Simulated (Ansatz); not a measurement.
## Zr$_{2}$Ga under pressure

The calculation used DFT r2SCAN, scalar-relativistic, plane waves, PAW (Ansatz 0.2.0). Run with 500 eV cutoff, 8×8×8 k-mesh, Gaussian smearing of 0.10 eV, no spin polarisation.

The relaxed crystal:

```
Zr Ga
1.0
    -3.35212    3.35212    2.71624
     3.35212   -3.35212    2.71624
     3.35212    3.35212   -2.71624
Zr Ga
4 2
Cartesian
  4.3830 1.0309 0.0000
  2.3212 1.0309 2.7162
  -1.0309 2.3212 2.7162
  1.0309 2.3212 0.0000
  0.0000 0.0000 4.0744
  0.0000 0.0000 1.3581
```

Cell and atoms are relaxed at each pressure within the symmetry of the start, at zero temperature, so transitions that lower the symmetry aren't seen. The k-mesh given is that at zero pressure and may differ at others. a, b and c are the lengths of the cell vectors above.

```
P (GPa) V (Å³/atom) V/V0  a (Å) b (Å) c (Å)
     -1        20.54  1.009  5.481  5.481  5.481
      0        20.35  1.000  5.464  5.464  5.464
      1        20.17  0.991  5.448  5.448  5.448
      4        19.68  0.967  5.402  5.402  5.402
     12        18.58  0.913  5.298  5.298  5.298
     25        17.25  0.848  5.167  5.167  5.167
     50        15.48  0.761  4.984  4.984  4.984
     90        13.66  0.671  4.788  4.788  4.788
```

**Question.** What bulk modulus and pressure derivative fit these points?

**Answer.** A third-order Birch–Murnaghan fit gives B0 = 113 GPa and B0' = 3.5.